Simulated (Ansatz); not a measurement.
BN:
```yaml
crystal:
  lattice:
    - [2.55861, 0.00000, 0.00000]
    - [-1.27930, 2.21582, 0.00000]
    - [0.00000, 0.00000, 8.40933]
  atoms:
    - { symbol: B, position: [0.00000, 0.00000, 0.99978] }
    - { symbol: B, position: [0.00000, 0.00000, 0.49978] }
    - { symbol: B, position: [0.66667, 0.33333, 0.75047] }
    - { symbol: B, position: [0.33333, 0.66667, 0.25047] }
    - { symbol: N, position: [0.00000, 0.00000, 0.81315] }
    - { symbol: N, position: [0.00000, 0.00000, 0.31315] }
    - { symbol: N, position: [0.66667, 0.33333, 0.56223] }
    - { symbol: N, position: [0.33333, 0.66667, 0.06223] }
```

Relaxed with PBE.

Task: Give the Bader charges and basin volumes of the independent atoms, PBE (plane waves, PAW; program Ansatz).

Result: 

```json
[
 {"atom": "B1", "Bader charge (e)": "+2.16", "Bader volume (Å³)": "1.7"},
 {"atom": "B3", "Bader charge (e)": "+2.16", "Bader volume (Å³)": "1.7"},
 {"atom": "N5", "Bader charge (e)": "-2.17", "Bader volume (Å³)": "10.2"},
 {"atom": "N7", "Bader charge (e)": "-2.16", "Bader volume (Å³)": "10.3"}
]
```

Space group P6_3mc. The cell is a constructed one: a structure type filled with these elements. Its sites differ from those of the usual phase in this space group: another stacking or structure type. Symmetry was held in the PBE relaxation; whether a distortion lowers the energy is not shown.

Potentials: the later of the program's two PAW sets.
